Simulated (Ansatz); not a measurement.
SrCo$_{2}$P$_{2}$, single point

System: SrCo$_{2}$P$_{2}$, the coordinates of a database entry, unrelaxed (space group I4/mmm); the cell holds 5 atoms. Forces or pressure are large there, so the entry is far from the computed equilibrium and may be faulty or of a sample under other conditions. Source: COD entry 7221160, which need not be the ambient phase.

Method: DFT, LDA, PAW, plane waves, scalar-relativistic in Ansatz.

The input:

```yaml
crystal:
  lattice:
    - [-1.897, 1.897, 5.805]
    - [1.897, -1.897, 5.805]
    - [1.897, 1.897, -5.805]
  atoms:
    - { symbol: P, position: [0.3525, 0.3525, 0.0] }
    - { symbol: P, position: [0.6475, 0.6475, 0.0] }
    - { symbol: Sr, position: [0.0, 0.0, 0.0] }
    - { symbol: Co, position: [0.75, 0.25, 0.5] }
    - { symbol: Co, position: [0.25, 0.75, 0.5] }
hamiltonian:
  xc: lda
  pseudopotentials: { kind: paw }
basis:
  ecutwfc: 420
kpoints:
  mp_grid: { grid: [6, 6, 7] }
scf:
  occupations: { method: fermi_dirac, width: 0.02 }
  lower_state_search: "off"
output:
  forces: true
  stress: true
```

Output (shortened):

```
Warning: crystal.symmetry: narrowed to the stabiliser of the k-point mesh — unitary ops 16 → 4; excluded 12 operations that carry a point of the 6×6×7 mesh (shift [0, 0, 0]) off the mesh (the run samples exactly the mesh kpoints.mp_grid names, as under crystal.symmetry.detect: false, and its converged state has the mesh's symmetry, not the crystal's; [...]
basis.fft_grid_basis auto: the FFT boxes are laid along the combinations [[1, 0, 1], [0, 1, 1], [0, 0, 1]] of the cell's own vectors, 3.794, 3.794 and 6.395 Å long. The dense box has 27×27×45 points. Along the cell's own vectors, as sized, it would have 45×45×45, 2.78 times as many. [...]
Pseudopotentials: kind: paw
Pseudopotential: P, paw, valence charge 5, recommended cutoff 420 eV (normal), P.paw.azcp
Pseudopotential: Sr, paw, valence charge 10, recommended cutoff 420 eV (normal), Sr.paw.azcp
Pseudopotential: Co, paw, valence charge 17, recommended cutoff 420 eV (normal), Co.paw.azcp
Functional definition: SPW92
Crystal: 5 atoms, lattice volume = 83.560 Å³
Basis set: ecut = 420 eV, 1623 PW (Γ), FFT grids on a1+a3, a2+a3, a3
Bands: 32, of which v1, the nominal top of the filled ones, is band 27 counted from 1 (26 counted from 0)
Symmetry: 4 space group operations
k-points: 76 of 252
Non-local potential: P, projectors of the file, l = 0: 2, l = 1: 2, l = 2: 2
Non-local potential: Sr, projectors of the file, l = 0: 3, l = 1: 2, l = 2: 2
Non-local potential: Co, projectors of the file, l = 0: 3, l = 1: 2, l = 2: 3, l = 3: 1
PAW frozen core: P, regenerated for the run's functional, and the local potential with it (the file was generated under x = pbe(κ = 0.804, μ = 0.2195149727645171), c = pbe(β = 0.06672455060314922))
PAW frozen core: Sr, regenerated for the run's functional, and the local potential with it (the file was generated under x = pbe(κ = 0.804, μ = 0.2195149727645171), c = pbe(β = 0.06672455060314922))
PAW frozen core: Co, regenerated for the run's functional, and the local potential with it (the file was generated under x = pbe(κ = 0.804, μ = 0.2195149727645171), c = pbe(β = 0.06672455060314922))
Initial density: superposition of atomic densities (neutral atoms: chi_scale 0, normalization atom), corrected by the library's trained network
Initial wavefunctions: pseudopotential atomic-orbital guess
Functional: x = slater, c = lda
SCF iter   1: F=—  HF=-15026.371658 eV  |F-HF|=—  |Δ(HF+E_count)|=         —  Δρ=8.90e-3  dr2=2.55e-2  ethr=1.77e-3  ⟨swp⟩=9.0  Hψ=12487  notcnv=0
preconditioner: auto → Kerker (q_TF=auto, 2.537 Å⁻¹)  [metal: Δε(μ)=0.004 eV  Ē_g=7.974 eV  σ=0.020 eV  W_gap=0.05  n_scr=24 (ndim 8)  ℏωp=24.4 eV  f_vac=0.000  D(μ)=7.28/eV (n_scr^D=86)]
SCF iter   2: F=—  HF=-15026.370011 eV  |F-HF|=—  |Δ(HF+E_count)|=   1.65e-3  Δρ=3.77e-3  dr2=5.81e-3  ethr=4.72e-5  ⟨swp⟩=3.0  Hψ=4665  notcnv=0  defer=13
SCF iter   3: F=—  HF=-15026.369263 eV  |F-HF|=—  |Δ(HF+E_count)|=   7.48e-4  Δρ=1.04e-3  dr2=8.22e-4  ethr=1.08e-5  ⟨swp⟩=2.9  Hψ=4600  notcnv=0  defer=13
SCF iter   4: F=—  HF=-15026.369129 eV  |F-HF|=—  |Δ(HF+E_count)|=   1.35e-4  Δρ=4.70e-4  dr2=1.97e-4  ethr=1.52e-6  ⟨swp⟩=1.3  Hψ=2574  notcnv=0  defer=13
SCF iter   5: F=—  HF=-15026.369089 eV  |F-HF|=—  |Δ(HF+E_count)|=   3.92e-5  Δρ=2.43e-4  dr2=3.88e-5  ethr=3.65e-7  ⟨swp⟩=2.1  Hψ=3030  notcnv=0  defer=13
SCF iter   6: F=—  HF=-15026.369082 eV  |F-HF|=—  |Δ(HF+E_count)|=   7.41e-6  Δρ=1.45e-4  dr2=1.09e-5  ethr=7.19e-8  ⟨swp⟩=2.2  Hψ=3311  notcnv=0  defer=13
SCF iter   7: F=—  HF=-15026.369079 eV  |F-HF|=—  |Δ(HF+E_count)|=   2.61e-6  Δρ=4.21e-5  dr2=3.05e-6  ethr=2.03e-8  ⟨swp⟩=2.2  Hψ=3161  notcnv=0  defer=13
SCF iter   8: F=-15026.369079 eV  HF=-15026.369079 eV  |F-HF|=6.79e-8  |Δ(HF+E_count)|=   5.17e-7  Δρ=6.63e-6  dr2=7.30e-8  ethr=1.85e-10  ⟨swp⟩=4.3  Hψ=11706  notcnv=0
SCF 1 converged in 8 iterations: F = -15026.369079 eV  dr2 = 7.30e-8
  greatest PAW one-centre occupation: 1.001 electrons in one spin orbital (limit 2), on the Co atom at site 4 (counted from 0), in its partial waves of l = 1
SCF converged after 8 iterations
Free energy (F): -15026.369079 eV
Harris-Foulkes:  -15026.369079 eV  (|F-HF|=6.79e-8)
Internal energy: -15026.359066 eV  (E = F + TS)
E sigma→0 (E₀):  -15026.364072 eV
Entropy (-TS):   -0.010013 eV (-2.003 meV/atom)
Fermi energy:    11.826404 eV
--- Per-component energies (eV) ---
  E_band       = -725.860445
  E_kinetic    = 1301.953910
  E_local      = -9873.825706  (includes V_loc(G=0)·N_el)
  E_nonlocal   = 1197.209337
  E_hartree    = 4194.178820
  E_xc         = -611.899856
  E_vxc        = -696.413810  (∫ρ·V_xc dr)
  E_paw        = -6584.610398  (= ΣΔE_a)
  E_vpaw       = -1043.163957  (= ΣTr[D̂ρ^β])
  E_aug_tail   = 0.000048  (compensation charges beyond the density's cutoff)
  E_ewald      = -4650.730562
  E_core_change = 1.365340  (= ΣΔE_core)
  E_smearing   = -0.010013  (= −TS)
  E_closure    = -0.000000  (closes the sum)
  Σ components = -15026.369079   (vs F -15026.369079, Δ=0.00e0)
--- Forces (eV/Å), atoms counted from 1 ---
  atom   1  P     -0.00641871    -0.00641871    -0.93738507
  atom   2  P      0.00641871     0.00641871     0.93738507
  atom   3  Sr     0.00000000    -0.00000000     0.00000000
  atom   4  Co    -0.00501994     0.00501994     0.00000000
  atom   5  Co     0.00501994    -0.00501994    -0.00000000
  max |Σ_I F_I| component: 2.52e-29 eV/Å
--- Stress (GPa, compression-positive) ---
      -11.709806      -0.123839       0.035235
       -0.123839     -11.709806       0.035235
        0.035234       0.035234      -8.387859
  P = ⅓ Tr σ = -10.6025 GPa (-106.025 kbar)
```

Among 13 converged runs of this cell from various starts and settings, this end is 2.7 meV/atom above the lowest found (ferromagnetic, site moments Co4 0.30, Co5 0.30 μB, total 0.65 μB per cell, no gap on the k-mesh).

A small moment in a metal is sensitive to the mesh and the smearing. The mesh is too coarse to rank close states of a metal with certainty: differences of some tens of meV/atom may change, at times in sign. The mesh has less symmetry than the lattice, which lowers the symmetry of the run.

The run took 6.5 s on 2 threads of Arm Neoverse V1, with other jobs on the host, peak memory 0.44 GiB.
